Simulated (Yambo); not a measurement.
G0W0@LDA for Rb2TlGaF6 (space group Fm-3m, No. 225) in Yambo. Reference settings: 2×2×2 Γ-centred k mesh, 289 bands and a 7 Ry block in the screening, 289 bands in G with the Bruneval-Gonze terminator, plasmon pole fitted at 27.2 eV. The LDA gap X → L on this mesh is 4.28 eV; G0W0 gaps are taken between the same points.

The settings were changed. The gap went from 7.15 eV to 7.32 eV, and the shift of the valence edge from -1.55 eV to -1.31 eV.

Problem. Name the change that produced these shifts.
A. 116 bands in W, 116 bands in G, 3 Ry block, no terminator
B. 78 bands in W, 78 bands in G, 2 Ry block
C. 78 bands in W, 78 bands in G, 4 Ry block
D. 78 bands in W, 78 bands in G, 3 Ry block

Solution. A, 116 bands in W, 116 bands in G, 3 Ry block, no terminator. The others gave (gap, valence shift): 78 bands in W, 78 bands in G, 2 Ry block: 7.78, -1.73 eV; 78 bands in W, 78 bands in G, 3 Ry block: 7.63, -1.50 eV; 78 bands in W, 78 bands in G, 4 Ry block: 7.58, -1.43 eV.

The standard potentials for Ga, Tl keep a d shell in the valence without the s and p states of that shell. In tests on such compounds this moved G0W0 gaps by up to about 0.9 eV, so absolute quasiparticle energies here are unreliable; differences between settings are what counts.

Spin-orbit coupling is not included.

Geometry of the Materials Project entry, not relaxed at this level; primitive cell a = 6.499 Å, b = 6.499 Å, c = 6.499 Å, α = 60.00°, β = 60.00°, γ = 60.00°.

The structure is a Materials Project entry; no match was found in the copy of COD used, and its stability was not checked.

A shift is the quasiparticle energy of the state minus its LDA energy.
